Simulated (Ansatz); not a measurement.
CaAlSiH in space group P3m1 (No. 156; Ca on 1a, Al on 1c, Si on 1b, H on 1c), plane-wave PAW PBE (Ansatz code), all energies at zero smearing, with the estimated change up to a 700 eV cutoff added, with one set of potentials and settings (totals compare only within such a set). Cell of 4 atoms (1 Ca, 1 Al, 1 Si, 1 H): -3007.626 eV.

```csv
element,reference phase,E (eV/atom)
Ca,"Fm-3m, 1 atoms in the cell",-1816.8597
Al,"Fm-3m, 1 atoms in the cell",-537.5049
Si,"Fd-3m, 2 atoms in the cell",-635.8096
H,"Cmce, 4 atoms in the cell",-15.8838
```

Formation energy per atom, worked out: (-3007.626 − 1×(-1816.8597) − 1×(-537.5049) − 1×(-635.8096) − 1×(-15.8838))/4 = -0.392 eV/atom (-38 kJ per mol of atoms), at 0 K, without zero-point energy or fitted corrections.

The workflow started from a Materials Project entry (that database holds measured and hypothetical structures alike); the Crystallography Open Database copy checked does not list it. Its standing as an ambient phase is unchecked. The PBE relaxation kept the symmetry of its start; its stability against distortions is not shown here. The references are the lowest solids computed at this level, not always the standard phases (solids in place of the gases).

Potentials: the later of the program's two PAW sets.
